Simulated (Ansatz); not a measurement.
Simulated powder pattern, Cu Kα, λ = 1.54184 Å (kinematic, ideal powder, no thermal factors, no anomalous dispersion; the 30 strongest lines at most, above 1 %, up to 2θ = 90°):

```json
[
 {"2θ (°)": "26.78", "d (Å)": "3.329", "I/Imax (%)": "100"},
 {"2θ (°)": "43.88", "d (Å)": "2.063", "I/Imax (%)": "31"},
 {"2θ (°)": "55.19", "d (Å)": "1.664", "I/Imax (%)": "7.2"},
 {"2θ (°)": "59.59", "d (Å)": "1.551", "I/Imax (%)": "9.1"},
 {"2θ (°)": "75.95", "d (Å)": "1.253", "I/Imax (%)": "6.8"},
 {"2θ (°)": "82.22", "d (Å)": "1.173", "I/Imax (%)": "11"},
 {"2θ (°)": "85.58", "d (Å)": "1.135", "I/Imax (%)": "2.4"},
 {"2θ (°)": "88.02", "d (Å)": "1.110", "I/Imax (%)": "1.5"}
]
```

The pattern belongs to a structure relaxed with DFT-PBE+D3(BJ) in the program Ansatz with PAW potentials.

Q: Pick the material that matches.
(A) CoLiO2, P-3m1 (O on 2d, Co on 1a, Li on 1b)
(B) BN, P6_3/mmc (B on 2b, N on 2d)
(C) MoSe2, P6_3/mmc (Mo on 2d, Se on 4f)

A: B, BN, P6_3/mmc (B on 2b, N on 2d)

Q: Give the lattice parameters.

A: a = 2.506 Å, c = 6.657 Å.

The start of the workflow was typed in or built on a structure type. Its sites differ from those of the usual phase in this space group: another stacking or structure type. Symmetry was held in the PBE+D3(BJ) relaxation; its stability against distortions is not shown here. The volume moved by 54 % from the start of the relaxation.

Potentials: the later of the program's two PAW sets.
